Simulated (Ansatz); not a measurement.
TeW:
```yaml
crystal:
  lattice:
    - [3.31853, 0.00000, 0.00000]
    - [0.00000, 3.31853, 0.00000]
    - [0.00000, 0.00000, 3.31853]
  atoms:
    - { symbol: W, position: [0.00000, 0.00000, 0.00000] }
    - { symbol: Te, position: [0.50000, 0.50000, 0.50000] }
```

Relaxed with r²SCAN. Special points in fractions of this cell's reciprocal vectors: Γ (0.000, 0.000, 0.000); X (0.000, 0.500, 0.000); M (0.500, 0.500, 0.000); R (0.500, 0.500, 0.500).

Q: List the band energies nearest the Fermi level at these points for r²SCAN with spin–orbit coupling (plane waves, PAW; program Ansatz).

A: In eV from the Fermi level; about four levels below and three above (degenerate sets whole), none deeper than 8.9 eV; points with the same levels are listed once.

| k | below | above |
|---|---|---|
| Γ | -1.05 -1.05 -1.05 -1.05 | 0.53 0.53 0.53 0.53 |
| X | -3.37 -3.37 -2.83 -2.83 | 0.86 0.86 2.18 2.18 |
| M | -1.12 -1.12 -0.89 -0.89 | 0.92 0.92 1.35 1.35 |
| R | -7.48 -7.48 -7.48 -7.48 | 0.47 0.47 1.82 1.82 1.82 1.82 |

Space group Pm-3m (CsCl type). A made-up cell: these elements were put on the sites of a structure type; neither database checked (COD, Materials Project) lists it. Its standing as an ambient phase is unchecked. Symmetry was held in the r²SCAN relaxation; whether a distortion lowers the energy is not shown. No spin polarisation was allowed.

Potentials: the earlier of the program's two PAW sets.
